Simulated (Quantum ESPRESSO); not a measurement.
Field gradients of BaSr$_{3}$Te$_{4}$ from a PBE PAW density (pw.x of a modified build of Quantum ESPRESSO, JTH datasets) with the all-electron reconstruction of Petrilli and co-workers, 20 Ha, k-mesh 4×4×4 through Γ:

```xyz
8
Lattice="6.8261 0.0000 0.0000 0.0000 6.8261 0.0000 0.0000 0.0000 6.8261" Properties=species:S:1:pos:R:3 pbc="T T T"
Ba     0.0000     0.0000     0.0000
Te     3.4131     0.0000     0.0000
Sr     0.0000     3.4131     3.4131
Te     3.4131     3.4131     3.4131
Sr     3.4131     0.0000     3.4131
Te     0.0000     0.0000     3.4131
Sr     3.4131     3.4131     0.0000
Te     0.0000     3.4131     0.0000
```
The cell was made here from a computed Materials Project entry: one of 4 Sr replaced by Ba, cell and atoms relaxed (PBE without dispersion, pw.x of Quantum ESPRESSO, symmetry kept). The parent is SrTe in Fm-3m; whether this form has been observed was not checked. The swapped cell is a model, not a known phase. Stability against distortions was not tested.

Vzz is the sum of three terms, each taken along its main axis: the smooth valence density, the ions (nucleus and frozen core) with the augmentation charges of all other spheres, and the all-electron minus smooth density in the atom's own sphere. The split hangs on the datasets.  Cores are frozen. Te had no test against all-electron runs. Spin–orbit coupling is left out, a limit on Te.

| site | smooth valence density | ions and other spheres | own sphere | Vzz (a.u.) |
|---|---|---|---|---|
| Te1 (atoms 2, 6, 8) | -0.035 | 0.029 | (withheld) | (withheld) |

What belongs in the gaps?


- Te1 (atoms 2, 6, 8), own sphere: -0.793
- Te1 (atoms 2, 6, 8), Vzz (a.u.): -0.799
